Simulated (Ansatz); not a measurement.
Competing spin states in MnO2

```
Mn O
1.0
    -4.90750    4.90750    1.42350
     4.90750   -4.90750    1.42350
     4.90750    4.90750   -1.42350
Mn O
4 8
Direct
  0.65000 0.83000 0.48000
  0.83000 0.35000 0.18000
  0.35000 0.17000 0.52000
  0.17000 0.65000 0.82000
  0.16000 0.20500 0.36500
  0.20500 0.84000 0.04500
  0.84000 0.79500 0.63500
  0.79500 0.16000 0.95500
  0.16000 0.45800 0.61800
  0.45800 0.84000 0.29800
  0.84000 0.54200 0.38200
  0.54200 0.16000 0.70200
```

All energies were calculated with Ansatz 0.2.0 (r2SCAN; 500 eV; 8×8×8 Γ-centred mesh; fermi-dirac occupations of width 0.050 eV). The atoms are fixed and numbered as listed; spin is collinear, without spin-orbit coupling.

Different starts of the self-consistent cycle ended in different solutions. Their moments in μB:

| state | Mn1 | Mn2 | Mn3 | Mn4 | other atoms together | size of the net moment a cell |
| --- | --- | --- | --- | --- | --- | --- |
| A | 2.53 | 2.53 | 2.53 | 2.53 | 0.34 | 12.00 |
| B | 2.50 | 2.50 | 2.50 | -2.44 | 0.18 | 6.00 |
| C | 2.46 | 2.47 | -2.46 | -2.47 | 0.00 | 0.00 |
| D | 2.48 | -2.48 | 2.48 | -2.48 | 0.00 | 0.00 |
| E | 0.00 | 0.00 | 0.00 | 0.00 | 0.00 | 0.00 |

Site moments are taken in small spheres that don't touch (radius about 0.4 of the atom's shortest bond), so those of the magnetic atoms read low, and they needn't add up to the net moment. State E was run without spin polarisation.

**Question.** Rank the states by energy at zero smearing.

**Answer.** State D (antiparallel, compensated) is lowest; C (antiparallel, compensated) lies 6.8 meV above it, B (antiparallel, not compensated) lies 6.9 meV above it, A (parallel moments) lies 14.5 meV above it, E (without moments) lies 621 meV above it, all counted an atom of the cell.

**Question.** Which states have a gap on the mesh, and what pressure does each exert on this cell?

**Answer.** A: gap 1.49 eV, -0.4 GPa; B: gap 1.59 eV, -1.1 GPa; C: gap 1.79 eV, -1.3 GPa; D: gap 1.37 eV, -1.5 GPa; E: no gap, -10.9 GPa (positive in compression). Moments take up room: without them the pressure is lower, so that state wants a smaller cell.

**Question.** Compare the parallel order A with the antiparallel order D.

**Answer.** Between A and D the moments keep their size (2.53 against 2.48 μB in the mean), so the difference mostly measures the exchange between the flipped sites: the antiparallel order gains 43 meV for each Mn atom. The nearest flipped pair stands 3.45 Å apart. Flipped pairs are linked through O; the widest Mn–O–Mn angle among the nearer links is 131°, at 3.45 Å between the metal atoms.

**Question.** What does magnetism gain here?

**Answer.** 621 meV an atom of the cell, or 1864 meV for each Mn atom, against state E, which has none. A run without spin would miss this and give wrong energies and forces. That state isn't the paramagnet, which keeps its moments, so this is no ordering energy.

Of 4 runs begun from atoms with typed moments, each in a different pattern, 1 ended in state D: one start isn't enough to call a state the ground state.

The cell is that of a Crystallography Open Database entry, unchanged.

Caveats: only orders that fit this cell and collinear spins were tried, so the true order may need a larger cell or canted moments; atoms and cell are not relaxed, and each state would relax in its own way; semilocal functionals without U often misplace the states of 3d oxides, halides and chalcogenides; the k mesh is coarse, so differences of a few meV are uncertain where a state is a metal; one start a pattern, so a lower state of the same pattern may exist; the nearest magnetic atoms form triangles, which frustrates antiparallel coupling, so the true order may be non-collinear or need another cell; the atoms stand off equilibrium, with forces up to 0.8 eV/Å.
